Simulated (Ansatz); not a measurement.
## Mg3S2O: rattling a relaxed structure

The structure comes from a generated guess, relaxed at this level; another structure or a mixture of phases may lie lower.

All numbers below come from DFT PBE, scalar-relativistic, plane waves, PAW in Ansatz 0.2.0. Plane waves to 420 eV, a k mesh through Γ of 8×8×4 on the computed 6-atom cell and Gaussian smearing (0.02 eV); no spin polarisation.

The cell below (6 atoms, space group P-4m2 (No. 115)) is relaxed within its symmetry.

```cif
data_structure
_symmetry_space_group_name_H-M 'P 1'
_symmetry_Int_Tables_number 1
_cell_length_a 3.3667
_cell_length_b 3.3667
_cell_length_c 10.0845
_cell_angle_alpha 90.000
_cell_angle_beta 90.000
_cell_angle_gamma 90.000
_cell_volume 114.30
loop_
_atom_site_label
_atom_site_type_symbol
_atom_site_fract_x
_atom_site_fract_y
_atom_site_fract_z
_atom_site_occupancy
Mg1 Mg 0.50000 0.00000 0.61139 1
Mg2 Mg 0.00000 0.50000 0.38861 1
Mg3 Mg 0.50000 0.50000 0.00000 1
S1 S 0.50000 0.00000 0.34967 1
S2 S 0.00000 0.50000 0.65033 1
O1 O 0.00000 0.00000 0.00000 1
```

For the test a repeat of it with 12 atoms (edges 3.37, 3.37, 20.17 Å) was strained at random (σ = 1.5 % a component), the atoms were moved at random (σ = 0.15 Å), and all was relaxed again on a coarse 4×4×1 mesh (in the run’s order of axes) with 0.10 eV smearing, with no symmetry imposed.

Weakly bound directions are ill-defined at this level, which has no dispersion term.

**Question.** Is the structure stable against such a distortion?

**Answer.** It doesn't return. The energy falls by 440 meV/atom on that mesh, the volume changes by -15.4 %, and the end has space group Ama2 (No. 40) at a loose tolerance. Relaxed again on a 2×6×6 mesh with 0.02 eV smearing, the new structure lies 431 meV/atom below the first (mesh in the axes of the run's cell; the cell below is made exact in the group named). Space group Ama2 (No. 40), orthorhombic, a = 14.059 Å, b = 5.241 Å, c = 5.246 Å. Mg on a site of symmetry 1 is surrounded by 1 O at 2.08 Å and 5 S at 2.57–2.70 Å; Mg on a site of symmetry m has 2 O at 2.03 Å and 2 S at 2.43 Å; S is surrounded by 6 Mg at 2.43–2.70 Å; O is surrounded by 4 Mg at 2.03–2.08 Å.

```
Mg S O
1.0
    14.05939    0.00000    0.00000
     0.00000    2.62052    2.62319
     0.00000   -2.62052    2.62319
Mg S O
6 4 2
Cartesian
  5.5685 1.2783 3.0881
  12.5982 -1.2783 3.0881
  8.4908 -1.2783 3.0881
  1.4612 1.2783 3.0881
  10.5445 1.8562 2.5750
  3.5148 -1.8562 2.5750
  8.2588 1.2827 3.1554
  1.2291 -1.2827 3.1554
  5.8006 -1.2827 3.1554
  12.8303 1.2827 3.1554
  10.5445 -1.4864 3.3000
  3.5148 1.4864 3.3000
```
